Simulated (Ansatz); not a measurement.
Structure relaxation of Li

Theory: DFT r2SCAN, scalar-relativistic, plane waves, PAW in Ansatz 0.2.0. Cutoff 500 eV, Γ-centred k mesh, Gaussian smearing, no spin polarisation in the final step.

The start puts Li on the indium (bct) structure type (I4/mmm, No. 139), at a guessed volume.

```
Li
1.0
    -1.51571    1.51571    2.30594
     1.51571   -1.51571    2.30594
     1.51571    1.51571   -2.30594
Li
1
Direct
  0.00000 0.00000 0.00000
```

Cell and atoms relax at zero pressure; the relaxation can't lower the symmetry of the start.

Question: Which crystal results?

Answer: It ends in Fm-3m (No. 225). The result has the fcc structure. Conventional cell: a = 4.378 Å. Around Li lie 12 Li at 3.10 Å.

Space group Fm-3m (No. 225). a = 4.378 Å, b = 4.378 Å, c = 4.378 Å, α = 90.00°, β = 90.00°, γ = 90.00°
```
atom site symmetry x y z
  Li    4a m-3m  0.0000  0.0000  0.0000
```

Question: What are its volume, density and gap?

Answer: The volume per atom is 20.98 Å³ and the density is 0.55 g/cm³. The gap on the 26×26×26 mesh is 0 eV (a metal).

The final run used a 26×26×26 mesh on its 1-atom cell and 0.10 eV smearing. Symmetry constrained the relaxation, so the result can be a saddle point. The steps took about 80 core-seconds in all.

This fcc form isn't the element's structure at ambient conditions.